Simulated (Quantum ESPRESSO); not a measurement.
**Kohn-Sham bands of ZnS (zinc blende)**

```
CELL_PARAMETERS angstrom
      0.00000     2.69368     2.69368
      2.69368     0.00000     2.69368
      2.69368     2.69368     0.00000
ATOMIC_POSITIONS crystal
  Zn 0.00000 0.00000 0.00000
  S  0.75000 0.75000 0.75000
```

Materials Project entry mp-10695; symmetrised, unrelaxed at this level. COD (Crystallography Open Database) has the formula in 4 space groups, this one among them (matched by group alone). Level: PBEsol, no spin polarisation, no spin-orbit coupling; pw.x of Quantum ESPRESSO at 68 Ry with PseudoDojo potentials, 10×10×10 k-points, Wannier90. Density: 10×10×10 mesh, cold smearing 0.01 Ry.

Energies are relative to the valence-band maximum; weights are on the orthonormalised atomic waves of the pseudopotential files, averaged over the group. 26 electrons a cell are treated as valence.

Problem. Into which isolated groups do the bands fall, where do they lie and what are they made of?

Solution. 
```csv
bands,from (eV),to (eV),filling,weight on atomic waves
1,-124.69,-124.69,filled,Zn 3s 100 %
2–4,-78.98,-78.97,filled,Zn 3p 100 %
5,-13.22,-11.92,filled,"S 3s 84 %, Zn 4s 11 %"
6–13,-6.47,0.00,filled,"Zn 3d 62 %, S 3p 32 %"
```

The Kohn-Sham gap over both meshes and the path is 2.01 eV.
